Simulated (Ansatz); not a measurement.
Values for one crystal, relaxed and computed with r²SCAN in the plane-wave PAW code Ansatz; other levels are named.

- Volume per atom = 19.60 Å³
- Electronic character = metallic (no gap)
- Density of states at the Fermi level = 0.28 states/eV per atom (mean over ±0.08 eV)
- Formation energy from the elements (no fitted shifts) = -0.68 eV/atom

Q: Which of these materials gives this?
A. TiSi2, Fddd (Si on 16f, Ti on 8a)
B. V3Si2Mo3, R32 (V on 9d, Si on 6c, Mo on 9e)
C. Y3GeS2, P-3m1 (Y on 2d, Y on 1b, Ge on 1a, S on 2d)
D. YAlSi, Cmcm (Y on 4c, Al on 4a, Si on 4c)

A: D, YAlSi, Cmcm (Y on 4c, Al on 4a, Si on 4c)

The first step of the workflow began from a Materials Project structure, measured or hypothetical; the Crystallography Open Database files this formula in space group No. 63, but the cells were not matched. Whether it is the stable phase at ambient conditions was not checked. The r²SCAN relaxation kept the symmetry of its start; whether a distortion lowers the energy is not shown. The run is not spin-polarised. The references are the lowest solids computed at this level, not always the standard phases. Spin–orbit coupling is left out wherever it is not named.

Potentials: the later of the program's two PAW sets.
